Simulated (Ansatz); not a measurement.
Input and command of a plane-wave DFT calculation in Ansatz:

```yaml
crystal:
  lattice:
    - [0.0, 2.31, 2.31]
    - [2.31, 0.0, 2.31]
    - [2.31, 2.31, 0.0]
  atoms:
    - { symbol: Hf, position: [0.5, 0.5, 0.5] }
    - { symbol: B, position: [-0.0324675325, -0.0324675325, 0.0324675325] }
basis:
  ecutwfc: 420
kpoints:
  mp_grid: { grid: [18, 18, 18] }
hamiltonian:
  xc: pbe
scf:
  occupations: { method: gaussian, width: 0.15 }
output:
  forces: true
  stress: true
  eigenvalues: true
```

```bash
ansatz run input.yaml --threads 1 --pin off --max-ram 2560MiB --backend cpu --events-out ev --progress --plain --runs-dir out
```

Processor: Arm Neoverse N1, 1 thread, on a host shared with other jobs.

Question: Estimate time, memory and problem size.

Answer: About 43 s on 1 thread of Arm Neoverse N1, with other jobs on the host, peak memory 0.51 GiB. It solves 19 bands at 480 k points (the mesh reduced by symmetry) with about 531 plane waves, in 7 SCF iterations.
